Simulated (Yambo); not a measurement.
RPA spectrum of TlBr (CsCl type, space group Pm-3m, No. 221) on PBEsol bands in Yambo (10×10×10 mesh, 44 bands, 4 Ry local-field block, 0.2 eV broadening; field along x). CGrdSpXd merges neighbouring transition energies to save time; the report line [X-CG] gives the poles kept by one of the 4 MPI tasks, and where the merging fails may depend on that split.

```
CGrdSpXd asked (%)  share reached (%)  poles used (one task)  static ε  largest change of Im ε (% of its maximum)              rough time
------------------  -----------------  ---------------------  --------  -----------------------------------------  ----------------------
100                               100                   3878      5.72                                        0.0                       1
70                                 69                   2713      5.72                                        0.1  within a factor of two
30                                 29                   1157      5.72                                        0.6  within a factor of two
15                                  0                     24      6.37                                        110               about 1/3
5                                   0                     24      6.37                                        110               about 1/3
```

All runs end normally. In the runs at 15 %, 5 % few poles are left or the spectrum changes by over a quarter of its peak, and no warning says so. Times are rough ratios from shared machines. The k mesh wasn't tested; the rows compare only with each other.

Spin-orbit coupling is not included.

Geometry of the Materials Project entry, not relaxed at this level; primitive cell a = 4.000 Å, b = 4.000 Å, c = 4.000 Å, α = 90.00°, β = 90.00°, γ = 90.00°.
